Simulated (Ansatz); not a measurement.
Mo2TiC2O2, ordered double-metal MXene-type layer, relaxed and computed with two functionals in Ansatz (plane waves, PAW).

```
functional  a (Å)  thickness (Å)
----------  -----  -------------
PBE             …              …
r²SCAN+D4   2.924           7.55
```

Question: Fill in the missing entries.

Answer: 
- PBE, a (Å): 2.941
- PBE, thickness (Å): 7.58

All cells were relaxed under the symmetry of their starts (and spin orders); stability against distortions was not tested throughout. Rows with no word on spin ran without spin polarisation. No Hubbard U is applied. Scalar-relativistic: spin–orbit coupling is off unless named, which matters more the heavier the elements. Constructed layers (a layer type filled with these elements): Mo2TiC2O2, ordered double-metal MXene-type layer; Mo2TiC2O2, ordered double-metal MXene-type layer.

Potentials: the later of the program's two PAW sets.

Ansatz (a first-principles code) is a plane-wave DFT program.
